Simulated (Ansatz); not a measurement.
BW:
```yaml
crystal:
  lattice:
    - [1.58097, -4.22746, 0.00000]
    - [1.58097, 4.22746, 0.00000]
    - [0.00000, 0.00000, 3.09555]
  atoms:
    - { symbol: B, position: [0.56125, 0.43875, 0.75000] }
    - { symbol: B, position: [0.43875, 0.56125, 0.25000] }
    - { symbol: W, position: [0.85535, 0.14465, 0.75000] }
    - { symbol: W, position: [0.14465, 0.85535, 0.25000] }
```

Relaxed with r²SCAN. Special points in fractions of this cell's reciprocal vectors: Γ (0.000, 0.000, 0.000); Y (-0.500, 0.500, 0.000); C0 (-0.285, 0.715, 0.000); Σ0 (0.285, 0.285, 0.000); Z (0.000, 0.000, 0.500); A0 (0.285, 0.285, 0.500); E0 (-0.285, 0.715, 0.500); T (-0.500, 0.500, 0.500); S (0.000, 0.500, 0.000); R (0.000, 0.500, 0.500).

### Question
List the band energies nearest the Fermi level at these points for r²SCAN with spin–orbit coupling (plane waves, PAW; program Ansatz).

### Answer
In eV from the Fermi level; about four levels below and three above (degenerate sets whole), none deeper than 8.9 eV; points with the same levels are listed once.

```tsv
k	below	above
Γ	-0.83 -0.83 -0.03 -0.03	1.11 1.11 1.41 1.41
Y	-0.81 -0.81 -0.40 -0.40	0.66 0.66 1.24 1.24
C0	-1.61 -1.61 -0.71 -0.71	1.53 1.53 2.49 2.49
Z	-4.14 -4.14 -4.14 -4.14	2.15 2.15 2.15 2.15
A0	-3.45 -3.45 -3.29 -3.29	1.64 1.64 1.70 1.70
T	-1.25 -1.25 -1.25 -1.25	0.01 0.01 0.01 0.01
S	-0.66 -0.66 -0.08 -0.08	1.40 1.40 1.67 1.67
R	-3.52 -3.52 -3.52 -3.52	2.37 2.37 2.37 2.37
```

Space group Cmcm. The first step of the workflow began from a Materials Project structure, measured or hypothetical; the Crystallography Open Database copy checked does not list it. COD files the formula under space group No. 141. Its standing as an ambient phase is unchecked. Symmetry was held in the r²SCAN relaxation; whether a distortion lowers the energy is not shown. The run is not spin-polarised.

Potentials: the later of the program's two PAW sets.
